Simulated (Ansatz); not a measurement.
The start is a relaxed Be cell, doubled along one cell vector, shaken by Gaussian noise of σ = 0.08 Å a coordinate. A full variable-cell relaxation at zero pressure is run with r2SCAN (plane waves to 500 eV, PAW, scalar-relativistic; Ansatz, a first-principles code). The first steps use a coarse 16×16×5 k-mesh.

Initial structure:
```
Be
1.0
    2.26315     0.00000     0.00000
   -1.13158     1.95995     0.00000
    0.00000     0.00000     7.12626
Be
4
Direct
  0.32356   0.64371   0.37336
  0.37521   0.65103   0.87783
  0.63360   0.30848   0.13165
  0.70139   0.30077   0.62897
```

```yaml
largest_initial_force: 0.55 eV/Å, on Be3 (atoms numbered as listed)
energy_released: 0.01 eV/atom
optimiser_moves: 5
```

Final values are on a 23×23×13 k-mesh of the relaxed cell. No spin polarisation in the result.
